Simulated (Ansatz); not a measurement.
Relaxed-ion elastic tensor of V3Ga (A15 (Cr3Si type), Pm-3n) in GPa (Voigt order), DFT-r²SCAN in the program Ansatz with PAW potentials; density 6.86 g/cm³, 13.47 Å³ per atom.

|  | 1 | 2 | 3 | 4 | 5 | 6 |
|---|---|---|---|---|---|---|
| 1 | 271 | 131 | 131 | 0.0 | 0.0 | 0.0 |
| 2 | 131 | 271 | 131 | 0.0 | 0.0 | 0.0 |
| 3 | 131 | 131 | 271 | 0.0 | 0.0 | 0.0 |
| 4 | 0.0 | 0.0 | 0.0 | 38.8 | 0.0 | 0.0 |
| 5 | 0.0 | 0.0 | 0.0 | 0.0 | 38.8 | 0.0 |
| 6 | 0.0 | 0.0 | 0.0 | 0.0 | 0.0 | 38.8 |

Problem. Is the crystal mechanically stable?

Solution. Yes: the smallest eigenvalue of C is 38.8 GPa.

Problem. Work out the Voigt, Reuss and Hill averages.

Solution. K_V = 177, K_R = 177, K_H = 177; G_V = 51.4, G_R = 47.3, G_H = 49.3 GPa.

Problem. Give Young's modulus, Poisson's ratio, Pugh's ratio and the universal anisotropy index.

Solution. E = 9KG/(3K + G) = 135 GPa; ν = 0.37; K/G = 3.60 (ductile by the Pugh limit of 1.75); A_U = 5G_V/G_R + K_V/K_R − 6 = 0.44.

Problem. Estimate the sound speeds and the Debye temperature.

Solution. v_l = √((K + 4G/3)/ρ) = 5950 m/s, v_t = √(G/ρ) = 2680 m/s, mean 3020 m/s; Θ = (h/k)(3n/4πV)^(1/3) v_m = 378 K.

Problem. Give the Zener ratio and Young's modulus along [100], [110] and [111].

Solution. A = 2C44/(C11 − C12) = 0.55; 1/E = S11 − 2(S11 − S12 − S44/2)Γ with Γ = 0, 1/4, 1/3 gives 186, 121, 109 GPa.

Problem. Solve the Christoffel equation for the three sound speeds along [100], [110], [111].

Solution. Eigenvalues of C_ijkl n_j n_l equal ρv². In km/s, slowest first: [100] 2.38, 2.38, 6.29; [110] 2.38, 3.20, 5.91; [111] 2.95, 2.95, 5.78.

The workflow started from a Materials Project entry (that database holds measured and hypothetical structures alike); the Crystallography Open Database copy checked does not list it. Its standing as an ambient phase is unchecked. The r²SCAN relaxation kept the symmetry of its start; its stability against distortions is not shown here. The final state is ferromagnetic, chosen from 2 collinear starts compared on coarse meshes (ties went to the first, and starts can fall back to one state), not a proven ground state. Other orbital occupations within this spin state were not tried. As this level gives no gap, shear constants depend on the k-mesh and smearing (Fermi–Dirac, 0.1 eV here).

Potentials: the later of the program's two PAW sets.
